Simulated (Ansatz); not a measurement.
## ZrTi2N3: stable or not

The structure comes from a generated guess, relaxed at this level; another structure or a mixture of phases may lie lower.

These are results of DFT PBE, scalar-relativistic, plane waves, PAW (Ansatz 0.2.0), not measurements. Plane waves to 420 eV, a 12×12×6 mesh through Γ for the 6-atom cell and 0.10 eV Gaussian smearing; no spin polarisation.

```xyz
6
Lattice="3.0916 0.0000 0.0000 -1.5458 2.6774 0.0000 0.0000 0.0000 7.5635" Properties=species:S:1:pos:R:3 pbc="T T T"
Zr    0.0000    0.0000    0.0000
Ti    0.0000    1.7849    4.9814
Ti    1.5458    0.8925    2.5821
N     1.5458    0.8925    6.1806
N     0.0000    0.0000    3.7817
N     0.0000    1.7849    1.3829
```

Formation energies are uncorrected and refer to the elements' standard structures at the same level (N₂ as a molecule).

Problem. These tests were run: energy against the elements; phonons on a 3×3×1 q mesh; elastic tensor. What do they show?

Solution.

```json
{"test": "energy against the elements", "result": "−1.68 eV/atom"}
{"test": "phonons on a 3×3×1 q mesh", "result": "no imaginary mode on the mesh"}
{"test": "elastic tensor", "result": "least eigenvalue 149 GPa"}
```

It fails none of these tests. Whether a mixture of other phases lies lower isn't tested here.

The run for the phonons used a 12×12×6 k mesh and Fermi–Dirac smearing of 0.15 eV. The run for the elastic tensor used a 12×12×6 k mesh and Fermi–Dirac smearing of 0.15 eV.
